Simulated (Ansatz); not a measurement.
Input file for Ansatz (a program for electronic structure):

Ansatz 0.2 input:
```yaml
crystal:
  lattice:
    - [4.5064462093, 0.0, 0.0]
    - [-2.2532231047, 3.9026968981, 0.0]
    - [0.0, 0.0, 14.6890797845]
  atoms:
    - { symbol: Mg, position: [0.0, 0.0, 0.000561988] }
    - { symbol: Mg, position: [0.0, 0.0, 0.500561988] }
    - { symbol: Mg, position: [0.6666666667, 0.3333333333, 0.7501382074] }
    - { symbol: Mg, position: [0.3333333333, 0.6666666667, 0.2501382074] }
    - { symbol: Te, position: [0.0, 0.0, 0.8126807594] }
    - { symbol: Te, position: [0.0, 0.0, 0.3126807594] }
    - { symbol: Te, position: [0.6666666667, 0.3333333333, 0.5622490452] }
    - { symbol: Te, position: [0.3333333333, 0.6666666667, 0.0622490452] }
kpoints:
  mp_grid: { grid: [7, 7, 2] }
hamiltonian:
  xc: lda
  pseudopotentials: { kind: paw }
scf:
  occupations: { method: fixed }
elastic: { mode: relaxed_ion, stencil: two_point, amplitude: 0.005, f_tol: 0.0005 }
output: { polarization: {} }
```

Output (shortened):

```
Pseudopotential: Mg, paw, valence charge 10
Pseudopotential: Te, paw, valence charge 16
Functional definition: SPW92
Crystal: 8 atoms, lattice volume = 258.341 Å³
Basis set: ecut = 420 eV, 5047 PW (Γ)
Bands: 63, of which v1, the nominal top of the filled ones, is band 52 counted from 1 (51 counted from 0)
Symmetry: 12 space group operations
Space group: P63mc (ITA 186), of the structure as read, at distance tolerance 6.4e-5 Å
k-points: 16 of 98
SCF 1 converged in 12 iterations: F = -34921.964399 eV  dr2 = 4.30e-14
Crystal: 8 atoms, lattice volume = 257.049 Å³
Basis set: ecut = 420 eV, 5031 PW (Γ)
Symmetry: 4 space group operations
k-points: 32 of 98
SCF 2 converged in 12 iterations: F = -34921.962838 eV  dr2 = 2.06e-14
relax step   1: F+E_penalty+E_count = -34921.96283835 eV  Δ(F+E_penalty+E_count) = +0.000e0 eV  max|allowed force component| = 2.790e-2 eV/Å  Δτ_max = 0.0000 Å  (12 SCF iters, accepted)
Crystal: 8 atoms, lattice volume = 257.049 Å³
SCF 3 converged in 10 iterations: F = -34921.963134 eV  dr2 = 2.11e-14
relax step   2: F+E_penalty+E_count = -34921.96313412 eV  Δ(F+E_penalty+E_count) = -2.958e-4 eV  max|allowed force component| = 1.623e-2 eV/Å  Δτ_max = 0.0139 Å  (10 SCF iters, accepted)
Crystal: 8 atoms, lattice volume = 257.049 Å³
SCF 4 converged in 9 iterations: F = -34921.963265 eV  dr2 = 6.70e-15
relax step   3: F+E_penalty+E_count = -34921.96326506 eV  Δ(F+E_penalty+E_count) = -1.309e-4 eV  max|allowed force component| = 4.199e-4 eV/Å  Δτ_max = 0.0047 Å  (9 SCF iters, accepted)
Crystal: 8 atoms, lattice volume = 257.049 Å³
SCF 5 converged in 2 iterations: F = -34921.963265 eV  dr2 = 2.97e-15
Crystal: 8 atoms, lattice volume = 259.633 Å³
Basis set: ecut = 420 eV, 5055 PW (Γ)
SCF 6 converged in 12 iterations: F = -34921.962871 eV  dr2 = 2.57e-14
relax step   1: F+E_penalty+E_count = -34921.96287137 eV  Δ(F+E_penalty+E_count) = +0.000e0 eV  max|allowed force component| = 2.669e-2 eV/Å  Δτ_max = 0.0000 Å  (12 SCF iters, accepted)
Crystal: 8 atoms, lattice volume = 259.633 Å³
SCF 7 converged in 10 iterations: F = -34921.963169 eV  dr2 = 1.99e-14
relax step   2: F+E_penalty+E_count = -34921.96316872 eV  Δ(F+E_penalty+E_count) = -2.974e-4 eV  max|allowed force component| = 1.422e-2 eV/Å  Δτ_max = 0.0135 Å  (10 SCF iters, accepted)
Crystal: 8 atoms, lattice volume = 259.633 Å³
SCF 8 converged in 9 iterations: F = -34921.963272 eV  dr2 = 2.75e-14
relax step   3: F+E_penalty+E_count = -34921.96327190 eV  Δ(F+E_penalty+E_count) = -1.032e-4 eV  max|allowed force component| = 4.009e-4 eV/Å  Δτ_max = 0.0042 Å  (9 SCF iters, accepted)
Crystal: 8 atoms, lattice volume = 259.633 Å³
SCF 9 converged in 2 iterations: F = -34921.963272 eV  dr2 = 4.44e-15
Crystal: 8 atoms, lattice volume = 257.049 Å³
SCF 10 converged in 12 iterations: F = -34921.962654 eV  dr2 = 1.80e-14
relax step   1: F+E_penalty+E_count = -34921.96265435 eV  Δ(F+E_penalty+E_count) = +0.000e0 eV  max|allowed force component| = 3.532e-2 eV/Å  Δτ_max = 0.0000 Å  (12 SCF iters, accepted)
Crystal: 8 atoms, lattice volume = 257.049 Å³
SCF 11 converged in 10 iterations: F = -34921.963045 eV  dr2 = 2.15e-14
relax step   2: F+E_penalty+E_count = -34921.96304530 eV  Δ(F+E_penalty+E_count) = -3.909e-4 eV  max|allowed force component| = 1.792e-2 eV/Å  Δτ_max = 0.0061 Å  (10 SCF iters, accepted)
Crystal: 8 atoms, lattice volume = 257.049 Å³
SCF 12 converged in 9 iterations: F = -34921.963172 eV  dr2 = 2.54e-14
relax step   3: F+E_penalty+E_count = -34921.96317152 eV  Δ(F+E_penalty+E_count) = -1.262e-4 eV  max|allowed force component| = 4.756e-4 eV/Å  Δτ_max = 0.0021 Å  (9 SCF iters, accepted)
Crystal: 8 atoms, lattice volume = 257.049 Å³
SCF 13 converged in 2 iterations: F = -34921.963172 eV  dr2 = 9.47e-15
Crystal: 8 atoms, lattice volume = 259.633 Å³
SCF 14 converged in 12 iterations: F = -34921.962713 eV  dr2 = 1.87e-14
relax step   1: F+E_penalty+E_count = -34921.96271282 eV  Δ(F+E_penalty+E_count) = +0.000e0 eV  max|allowed force component| = 3.243e-2 eV/Å  Δτ_max = 0.0000 Å  (12 SCF iters, accepted)
Crystal: 8 atoms, lattice volume = 259.633 Å³
SCF 15 converged in 10 iterations: F = -34921.963071 eV  dr2 = 2.07e-14
relax step   2: F+E_penalty+E_count = -34921.96307149 eV  Δ(F+E_penalty+E_count) = -3.587e-4 eV  max|allowed force component| = 1.640e-2 eV/Å  Δτ_max = 0.0058 Å  (10 SCF iters, accepted)
Crystal: 8 atoms, lattice volume = 259.633 Å³
SCF 16 converged in 9 iterations: F = -34921.963180 eV  dr2 = 1.99e-14
relax step   3: F+E_penalty+E_count = -34921.96317993 eV  Δ(F+E_penalty+E_count) = -1.084e-4 eV  max|allowed force component| = 4.032e-4 eV/Å  Δτ_max = 0.0020 Å  (9 SCF iters, accepted)
Crystal: 8 atoms, lattice volume = 259.633 Å³
SCF 17 converged in 2 iterations: F = -34921.963180 eV  dr2 = 7.89e-15
Crystal: 8 atoms, lattice volume = 258.340 Å³
Basis set: ecut = 420 eV, 5039 PW (Γ)
Symmetry: 2 space group operations
k-points: 32 of 98 (time reversal used)
SCF 18 converged in 12 iterations: F = -34921.964071 eV  dr2 = 5.40e-15
relax step   1: F+E_penalty+E_count = -34921.96407141 eV  Δ(F+E_penalty+E_count) = +0.000e0 eV  max|allowed force component| = 1.727e-2 eV/Å  Δτ_max = 0.0000 Å  (12 SCF iters, accepted)
Crystal: 8 atoms, lattice volume = 258.340 Å³
SCF 19 converged in 9 iterations: F = -34921.964163 eV  dr2 = 3.23e-14
relax step   2: F+E_penalty+E_count = -34921.96416253 eV  Δ(F+E_penalty+E_count) = -9.112e-5 eV  max|allowed force component| = 8.890e-3 eV/Å  Δτ_max = 0.0031 Å  (9 SCF iters, accepted)
Crystal: 8 atoms, lattice volume = 258.340 Å³
SCF 20 converged in 8 iterations: F = -34921.964195 eV  dr2 = 8.44e-14
relax step   3: F+E_penalty+E_count = -34921.96419513 eV  Δ(F+E_penalty+E_count) = -3.260e-5 eV  max|allowed force component| = 5.324e-5 eV/Å  Δτ_max = 0.0010 Å  (8 SCF iters, accepted)
Crystal: 8 atoms, lattice volume = 258.340 Å³
SCF 21 converged in 2 iterations: F = -34921.964195 eV  dr2 = 2.37e-14
Crystal: 8 atoms, lattice volume = 258.340 Å³
SCF 22 converged in 12 iterations: F = -34921.964071 eV  dr2 = 5.17e-15
relax step   1: F+E_penalty+E_count = -34921.96407141 eV  Δ(F+E_penalty+E_count) = +0.000e0 eV  max|allowed force component| = 1.727e-2 eV/Å  Δτ_max = 0.0000 Å  (12 SCF iters, accepted)
Crystal: 8 atoms, lattice volume = 258.340 Å³
SCF 23 converged in 9 iterations: F = -34921.964163 eV  dr2 = 3.25e-14
relax step   2: F+E_penalty+E_count = -34921.96416253 eV  Δ(F+E_penalty+E_count) = -9.112e-5 eV  max|allowed force component| = 8.890e-3 eV/Å  Δτ_max = 0.0031 Å  (9 SCF iters, accepted)
Crystal: 8 atoms, lattice volume = 258.340 Å³
SCF 24 converged in 8 iterations: F = -34921.964195 eV  dr2 = 8.55e-14
relax step   3: F+E_penalty+E_count = -34921.96419513 eV  Δ(F+E_penalty+E_count) = -3.260e-5 eV  max|allowed force component| = 5.323e-5 eV/Å  Δτ_max = 0.0010 Å  (8 SCF iters, accepted)
Crystal: 8 atoms, lattice volume = 258.340 Å³
SCF 25 converged in 2 iterations: F = -34921.964195 eV  dr2 = 2.44e-14
SCF converged after 12 iterations
Free energy (F): -34921.964399 eV
Harris-Foulkes:  -34921.964399 eV  (|F-HF|=7.28e-12)
Internal energy: -34921.964399 eV  (E = F + TS)
E sigma→0 (E₀):  -34921.964399 eV
Fermi energy:    4.494359 eV
--- Per-component energies (eV) ---
  E_band       = -2648.445827
  E_kinetic    = 1034.188925
  E_local      = -13076.415831  (includes V_loc(G=0)·N_el)
  E_nonlocal   = -830.594216
  E_hartree    = 6223.173419
  E_xc         = -611.429515
  E_vxc        = -570.472276  (∫ρ·V_xc dr)
  E_paw        = -19129.017928  (= ΣΔE_a)
  E_vpaw       = -1651.498405  (= ΣTr[D̂ρ^β])
  E_aug_tail   = -0.000861  (compensation charges beyond the density's cutoff)
  E_ewald      = -8535.184954
  E_core_change = 3.316562  (= ΣΔE_core)
  E_smearing   =  0.000000  (= −TS)
  E_closure    = 0.000000  (closes the sum)
  Σ components = -34921.964399   (vs F -34921.964399, Δ=0.00e0)
--- Forces (eV/Å), atoms counted from 1 ---
  atom   1  Mg     0.00000000     0.00000000    -0.00001872
  atom   2  Mg     0.00000000     0.00000000    -0.00001872
  atom   3  Mg     0.00000000     0.00000000    -0.00006253
  atom   4  Mg     0.00000000     0.00000000    -0.00006253
  atom   5  Te     0.00000000     0.00000000     0.00011533
  atom   6  Te     0.00000000     0.00000000     0.00011533
  atom   7  Te     0.00000000     0.00000000    -0.00002924
  atom   8  Te     0.00000000     0.00000000    -0.00002924
  max |Σ_I F_I| component: 9.67e-6 eV/Å
--- Stress (GPa, compression-positive) ---
       -0.000724       0.000000       0.000000
        0.000000      -0.000724       0.000000
        0.000000       0.000000       0.000323
  P = ⅓ Tr σ = -0.0004 GPa (-0.004 kbar)
--- Band table (eV; the first three rows and the last of 16) ---
  k-point 0: bands = ["-69.8297", "-69.8297", "-69.8274", "-69.8274", "-37.2563", "-37.2563", "-37.2563", "-37.2563", "-37.2562", "-37.2562", "-37.2547", "-37.2547", "-37.2537", "-37.2537", "-37.2537", "-37.2537", "-30.5680", "-30.5680", "-30.5669", …
  k-point 1: bands = ["-69.8297", "-69.8297", "-69.8274", "-69.8274", "-37.2563", "-37.2563", "-37.2563", "-37.2563", "-37.2562", "-37.2562", "-37.2547", "-37.2547", "-37.2537", "-37.2537", "-37.2537", "-37.2537", "-30.5680", "-30.5680", "-30.5669", …
  k-point 2: bands = ["-69.8297", "-69.8297", "-69.8274", "-69.8274", "-37.2563", "-37.2563", "-37.2563", "-37.2563", "-37.2562", "-37.2562", "-37.2547", "-37.2547", "-37.2537", "-37.2537", "-37.2537", "-37.2537", "-30.5679", "-30.5679", "-30.5671", …
  k-point 15: bands = ["-69.8297", "-69.8297", "-69.8274", "-69.8274", "-37.2564", "-37.2564", "-37.2564", "-37.2564", "-37.2562", "-37.2562", "-37.2547", "-37.2547", "-37.2538", "-37.2538", "-37.2538", "-37.2538", "-30.5677", "-30.5677", "-30.5673", …
--- Elastic constants: 3 strain directions × 2 members + reference (group order 12) ---
  dense FFT box of the reference and of every strained cell: 32×32×100
  strains applied: 11, 33, 23; error gains …
  C = ∂σ_k/∂η_j (tension-positive GPa; Voigt order 11 22 33 23 13 12):
        56.063     32.607     27.516      0.000      0.000      0.000
        32.607     56.063     27.516      0.000      0.000      0.000
        27.517     27.517     60.886      0.000      0.000      0.000
         0.000      0.000      0.000     10.394      0.000      0.000
         0.000      0.000      0.000      0.000     10.394      0.000
         0.000      0.000      0.000      0.000      0.000     11.728
  reference stress σ⁰ (GPa):      0.001      0.001      0.000      0.000      0.000      0.000
  moduli (Voigt/Reuss/Hill, GPa): K = 38.70/38.70/38.70   G = 12.19/11.83/12.01   E = 32.66   ν = 0.359
  mechanically stable: yes (min eigenvalue of sym C = 10.39 GPa)
  e, the proper piezoelectric tensor (elastic.mode: relaxed_ion; C/m²; rows x y z; Voigt order 11 22 33 23 13 12):
       0.00000    0.00000    0.00000    0.00000    0.09642    0.00000
       0.00000    0.00000    0.00000    0.09642    0.00000    0.00000
       0.11295    0.11295   -0.22437    0.00000    0.00000    0.00000
  ±, each entry's uncertainty from the finite density of the strings (C/m²), an estimate: the size of the correction for it that the entry includes:
       0.00000    0.00000    0.00000    0.00000    0.00220    0.00000
       0.00000    0.00000    0.00000    0.00220    0.00000    0.00000
       0.00346    0.00346    0.00018    0.00000    0.00000    0.00000
  strain η (Voigt 11):  stress-route row diagonal C_11 = 56.06 GPa, energy-path curvature d²(F+E_count+ΔE)/dδ²/Ω₀ = 56.06 GPa
         δ    σ_11 (GPa)             F (eV)   n_scf  n_hpsi   n_pw
    -5.000e-3      -0.2818      -34921.9632651       2   14726   5061   relax 3 steps, max|allowed force component| 4.20e-4 eV/Å
     5.000e-3       0.2788      -34921.9632719       2   14964   5110   relax 3 steps, max|allowed force component| 4.01e-4 eV/Å
  strain η (Voigt 33):  stress-route row diagonal C_33 = 60.89 GPa, energy-path curvature d²(F+E_count+ΔE)/dδ²/Ω₀ = 60.90 GPa
         δ    σ_33 (GPa)             F (eV)   n_scf  n_hpsi   n_pw
    -5.000e-3      -0.3056      -34921.9631715       2    7384   5061   relax 3 steps, max|allowed force component| 4.76e-4 eV/Å
     5.000e-3       0.3032      -34921.9631799       2    7506   5114   relax 3 steps, max|allowed force component| 4.03e-4 eV/Å
  strain η (Voigt 23):  stress-route row diagonal C_44 = 10.39 GPa, energy-path curvature d²(F+E_count+ΔE)/dδ²/Ω₀ = 10.39 GPa
         δ    σ_23 (GPa)             F (eV)   n_scf  n_hpsi   n_pw
    -5.000e-3      -0.0520      -34921.9641951       2   15004   5083   relax 3 steps, max|allowed force component| 5.32e-5 eV/Å
     5.000e-3       0.0520      -34921.9641951       2   14924   5083   relax 3 steps, max|allowed force component| 5.32e-5 eV/Å
--- Formal polarisation (Berry phase): one branch of a lattice of values; only differences between neighbouring runs are physical ---
  axis  mesh            electronic          ionic      p = total  spread (rad)  least overlap  resolved gap  δp at fixed H ≤   (phases in cycles; p mod 2 …
  b1    7×7×2           0.00000000    26.00000000    26.00000000      0.000000         0.8806        2.4020           2.1e-5
  b2    7×7×2           0.00000000    26.00000000    26.00000000      0.000000         0.8806        2.4020           2.1e-5
  b3    7×7×2           0.49250322    43.01175766    43.50426087      0.061299         0.8892        2.4020           6.9e-6
  quantum along a1:   0.03488756 e/Å² =    55.896032 µC/cm²
  quantum along a2:   0.03488756 e/Å² =    55.896032 µC/cm²
  quantum along a3:   0.11371846 e/Å² =   182.197064 µC/cm²
  P = (  0.22676913,   0.39277566,   2.47361884) e/Å² = (  363.324206,   629.295984,  3963.174304) µC/cm²  (mod the quanta)
```

Cost: about 17 core-minutes (a rough figure) on shared cores.

Space group P6_3mc. A made-up cell: these elements were put on the sites of a structure type; the Crystallography Open Database files this formula in space group No. 186, but the cells were not matched. Whether it is the stable phase at ambient conditions was not checked. Symmetry was held in the LDA relaxation; its stability against distortions is not shown here. Spin–orbit coupling is left out wherever it is not named.

Potentials: the later of the program's two PAW sets.

Ansatz is a plane-wave DFT program.
